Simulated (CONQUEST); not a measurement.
A self-consistent single point of CoSi₂ (Fm-3m, 12 atoms in the cell; from Materials Project mp-2379, changed as shown).

```xyz
12
Lattice="5.4245 0.0000 0.0000 0.0000 5.4245 0.0000 0.0000 0.0000 5.4245" Properties=species:S:1:pos:R:3 pbc="T T T"
Co     0.0000     0.0000     0.0000
Co     0.0000     2.7123     2.7123
Co     2.7123     0.0000     2.7123
Co     2.7123     2.7123     0.0000
Si     1.3561     1.3561     4.0684
Si     1.3561     4.0684     4.0684
Si     1.3561     4.0684     1.3561
Si     1.3561     1.3561     1.3561
Si     4.0684     1.3561     1.3561
Si     4.0684     4.0684     1.3561
Si     4.0684     4.0684     4.0684
Si     4.0684     1.3561     4.0684
```

Computed with CONQUEST with PBE, numerical atomic orbitals double-zeta with polarisation (the shipped basis), PseudoDojo norm-conserving potentials made for PBE.

CONQUEST settings:

- basis = DZP
- Diag.MPMeshX, Y, Z = 4 4 4
- potentials = PseudoDojo norm-conserving PBE
- Grid.GridCutoff = 140 Ha
- DM.SolutionMethod = diagon
- Diag.kT = 0.003675 Ha
- Diag.GammaCentred = true
- minE.SCTolerance = 1.0e-06
- SC.MaxIters = 100
- SC.LinearMixingFactor = 0.3
- SC.KerkerPreCondition = true
- SC.KerkerFactor = 0.1 1/bohr
- AtomMove.TypeOfRun = static

Results:

```
Property                                                  Result
------------------------------------------------  --------------
Number of valence electrons                                  100
Number of bands                                              180
Number of k-points after the program's reduction              51
Size of the basis                                            180
Number of SCF iterations                                       8
FFT grid                                            60 × 60 × 60
Free energy E − TS                                -17581.2251 eV
Fermi level (on the code's own zero)                    -6.34 eV
Pressure                                               -1.70 GPa
```

Stress (GPa, positive for compression):
```
-1.70   0.00   0.00
 0.00  -1.70   0.00
 0.00   0.00  -1.70
```

For comparison: a first run was changed to give this one (lattice scaled by 1.02), and from it to this one the free energy goes down by 16.2 meV/atom and the pressure goes from 9.32 to -1.70 GPa.

The program uses no crystal symmetry, so grid and mesh can part values that symmetry would make equal. The atom-centred basis is finite, which shifts total energies and pressures against plane waves. The run has no spin polarisation, so moments on Co cannot form. The structure comes from a collection of computed structures, made at another level of theory; the collection holds predicted forms beside known ones. Its lattice was then scaled. No clean gap shows at this smearing width and mesh (spacing up to 0.29 Å⁻¹); the mesh is coarse for partly filled bands, so the values carry mesh errors.

Cost on one core: around 4 core-minutes (rough).
